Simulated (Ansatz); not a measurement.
# B, beta-Sn type: geometry optimisation

All numbers below come from DFT, r2SCAN, plane waves (500 eV) with PAW, scalar-relativistic (Ansatz). The PAW files were generated under PBE, with cores re-solved for the functional.

k-point mesh 17×17×12, Fermi-Dirac smearing 0.1 eV, no spin polarisation. Cell and atoms relax.

Starting structure:

```
CELL_PARAMETERS angstrom
-1.84711 1.84711 1.00852
1.84711 -1.84711 1.00852
1.84711 1.84711 -1.00852
ATOMIC_POSITIONS crystal
B 0.00000 0.00000 0.00000
B 0.75000 0.25000 0.50000
```

Q: What cell does the relaxation end in?

A: Cmcm with a = 1.617 Å, b = 7.727 Å, c = 2.867 Å; 8.96 Å³ per atom against 6.88 at the start (30.1 %).

The cell has left the beta-Sn structure type; it ends in Cmcm.

Q: How much energy does the relaxation gain?

A: 1026.0 meV per atom.

The k-point mesh keeps fewer symmetry operations than the starting structure has, so the cell can leave it.
